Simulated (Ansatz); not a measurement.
RuBr3:
```
CELL_PARAMETERS angstrom
      6.23417     0.00000     0.00000
     -3.11708     5.39895     0.00000
      0.00000     0.00000     5.73571
ATOMIC_POSITIONS crystal
  Ru 0.00000 0.00000 0.00000
  Ru 0.00000 0.00000 0.50000
  Br 0.32033 0.32033 0.25000
  Br 0.00000 0.32033 0.75000
  Br 0.67967 0.00000 0.25000
  Br 0.67967 0.67967 0.75000
  Br 0.00000 0.67967 0.25000
  Br 0.32033 0.00000 0.75000
```

Relaxed with LDA.

**Question.** Map the electron localisation function on the plane through (0.000, 0.000, 0.000) spanned by u = [1, 0, 0] and v = [0, 0, 1] in lattice vectors, from plane-wave PAW LDA (Ansatz code).

**Answer.** x is the fraction of u, y of v (the angle between them is 90°; rows are the nearest grid lines); atoms in the plane: Ru at (0.00, 0.00), Ru at (0.00, 0.50), Br at (0.68, 0.25), Br at (0.32, 0.75).
```
y \ x   0.000  0.0968  0.194  0.258  0.355  0.452  0.548  0.645  0.742  0.806  0.903   1.00
------  -----  ------  -----  -----  -----  -----  -----  -----  -----  -----  -----  -----
1.00    0.153   0.672  0.202  0.275  0.337  0.070  0.070  0.337  0.275  0.202  0.672  0.153
0.931   0.636   0.397  0.359  0.731  0.780  0.550  0.037  0.040  0.117  0.248  0.723  0.636
0.862   0.514   0.177  0.765  0.838  0.763  0.827  0.193  0.017  0.079  0.173  0.338  0.514
0.759   0.284   0.318  0.770  0.063  0.003  0.871  0.415  0.018  0.053  0.096  0.180  0.284
0.690   0.240   0.223  0.812  0.398  0.124  0.873  0.349  0.017  0.060  0.116  0.183  0.240
0.621   0.620   0.209  0.698  0.858  0.829  0.789  0.135  0.019  0.087  0.198  0.453  0.620
0.552   0.514   0.468  0.272  0.630  0.708  0.406  0.030  0.065  0.133  0.246  0.748  0.514
0.448   0.514   0.748  0.246  0.133  0.065  0.030  0.406  0.708  0.630  0.272  0.468  0.514
0.379   0.620   0.453  0.198  0.087  0.019  0.135  0.789  0.829  0.858  0.698  0.209  0.620
0.310   0.240   0.183  0.116  0.060  0.017  0.349  0.873  0.124  0.398  0.812  0.223  0.240
0.241   0.284   0.180  0.096  0.053  0.018  0.415  0.871  0.003  0.063  0.770  0.318  0.284
0.138   0.514   0.338  0.173  0.079  0.017  0.193  0.827  0.763  0.838  0.765  0.177  0.514
0.0690  0.636   0.723  0.248  0.117  0.040  0.037  0.550  0.780  0.731  0.359  0.397  0.636
0.000   0.153   0.672  0.202  0.275  0.337  0.070  0.070  0.337  0.275  0.202  0.672  0.153
```

The density is the valence pseudo-density with augmentation charge, so density and ELF within about 1 Å of a nucleus are not all-electron values.

Space group P6_3/mcm. The workflow started from an entry of the Crystallography Open Database (COD, 293 K), which files this formula under 2 space groups. Its standing as an ambient phase is unchecked. The cell was relaxed with LDA under the symmetry of its start; whether a distortion lowers the energy is not shown. The run is not spin-polarised. A crystal of weakly bound chains computed without a dispersion correction: the cell and the soft elastic constants depend strongly on that.

Potentials: the later of the program's two PAW sets.
